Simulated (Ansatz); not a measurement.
AlBN2:
```xyz
8
Lattice="-2.0439 2.0439 3.8090 2.0439 -2.0439 3.8090 2.0439 2.0439 -3.8090" Properties=species:S:1:pos:R:3 pbc="T T T"
Al     0.0000     0.0000     0.0000
Al     0.0000     2.0439     1.9045
B      0.0000     0.0000     3.8090
B      2.0439     0.0000     1.9045
N      1.2544     1.0220     0.9523
N      1.0220     2.8335    -0.9523
N      0.7895     1.0220     4.7613
N      1.0220    -0.7895     2.8568
```

Tensor components refer to the Cartesian frame of this cell.

Task: Give the high-frequency dielectric tensor and the Born effective charge tensors of the independent atoms from DFPT, DFT-PBEsol in the program Ansatz with PAW potentials.

Result: 
ε∞:
```
4.84  0.00  0.00
0.00  4.84  0.00
0.00  0.00  4.93
```
Z* of atom 1 (Al), rows: field, columns: displacement, in e:
```
 2.66   0.02   0.00
-0.02   2.66   0.00
 0.00   0.00   2.70
```
Z* of atom 3 (B), rows: field, columns: displacement, in e:
```
 2.04   0.06   0.00
-0.06   2.04   0.00
 0.00   0.00   2.21
```
Z* of atom 5 (N), rows: field, columns: displacement, in e:
```
-2.23   0.00   0.00
 0.00  -2.47   0.37
 0.00   0.36  -2.46
```

Space group I-42d (chalcopyrite). The start of the workflow was typed in or built on a structure type; neither database checked (COD, Materials Project) lists it. Whether it is the stable phase at ambient conditions was not checked. The PBEsol relaxation kept the symmetry of its start; its stability against distortions is not shown here. The volume moved by -19 % from the start of the relaxation.

Potentials: the later of the program's two PAW sets.
